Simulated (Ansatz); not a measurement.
A generator proposed this cell of Be2B3.

```cif
data_structure
_symmetry_space_group_name_H-M 'P 1'
_symmetry_Int_Tables_number 1
_cell_length_a 3.2184
_cell_length_b 3.2184
_cell_length_c 3.9521
_cell_angle_alpha 90.000
_cell_angle_beta 90.000
_cell_angle_gamma 120.000
_cell_volume 35.45
loop_
_atom_site_label
_atom_site_type_symbol
_atom_site_fract_x
_atom_site_fract_y
_atom_site_fract_z
_atom_site_occupancy
Be1 Be 0.66667 0.33333 0.50000 1
Be2 Be 0.33333 0.66667 0.00000 1
B1 B 0.00000 0.00000 0.74540 1
B2 B 0.00000 0.00000 0.25460 1
B3 B 0.66667 0.33333 0.00000 1
```

Method: Ansatz, DFT PBE, scalar-relativistic, plane waves, PAW. Settings: cutoff 420 eV, Γ-centred mesh 6×6×4 on the computed 5-atom cell, Gaussian smearing of 0.10 eV; no spin polarisation.

Energies over the elements count from the elements' standard structures at the same level, with no fitted energy shifts.

Problem. Estimate its pressure, forces and energy as it stands.

Solution. The pressure is -1.1 GPa (the mean over three directions, positive in compression), the largest force is 0.90 eV/Å, and the energy is +0.83 eV/atom against the elements. The shortest distance is 1.86 Å.

Problem. Is it a good guess?

Solution. A fair one: relaxing gains under 0.1 eV/atom (the start's value is from the coarse mesh, so the gain is rough) in 32 ionic steps and ends at +0.78 eV/atom on the finer mesh. The symmetry stays P-6m2 (No. 187). The volume per atom grows by 7.4 %, from 7.1 to 7.6 Å³. The shortest distance goes from 1.86 Å (Be–B) to 1.74 Å (B–B). The ratio c/a of the conventional cell changes by a factor of 0.80. Conventional cell: a = 3.545 Å, c = 3.499 Å. Be on its first site is surrounded by 2 B at 1.75 Å, 6 B at 2.22 Å and 6 Be at 2.69 Å; Be on its second site has 3 B at 2.05 Å, 6 B at 2.23 Å and 6 Be at 2.69 Å; B on a site of symmetry 3m is surrounded by 2 B at 1.74–1.76 Å, 6 Be at 2.22–2.23 Å and 3 B at 2.23 Å; 1 more site not described.

The last run used a 12×12×10 mesh (in the run's order of axes) for its 5-atom cell and Gaussian smearing of 0.10 eV. The cell is a metal run without spin; a magnetic state may lie lower. The relaxation can't lower the symmetry of the start, and the grade says only how near the guess is to its own end. A structure relaxed within its symmetry needn't be a true minimum.
